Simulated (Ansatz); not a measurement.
AgW in space group Pmma (No. 51; W on 2e, Ag on 2f) at seven volumes, DFT-PBE in the program Ansatz with PAW potentials, shape and atoms relaxed at each. One row is withheld.

```tsv
V (Å³/atom)	P (GPa)
15.155	?
15.655	13.04
16.155	5.90
16.654	0.00
17.154	-4.85
17.653	-8.80
18.153	-11.96
```

### Question
Fit the shown pressures and predict the withheld one.

### Answer
P = (3/2)B₀(x^(7/2) − x^(5/2))[1 + (3/4)(B′ − 4)(x − 1)] with x = (V₀/V)^(2/3). Least squares on the six rows gives V₀ = 16.653 Å³/atom, B₀ = 177 GPa, B′ = 5.65. At V = 15.155, x = 1.0649 and P = 21.77 GPa. The run itself gave 21.66 GPa.

The start of the workflow was typed in or built on a structure type; neither database checked (COD, Materials Project) lists it. Its standing as an ambient phase is unchecked. Symmetry was held in the PBE relaxation; its stability against distortions is not shown here. The run is not spin-polarised. Its formation energy is positive at this level, so the cell may be metastable or incomplete. Spin–orbit coupling is left out wherever it is not named.

Potentials: the earlier of the program's two PAW sets.
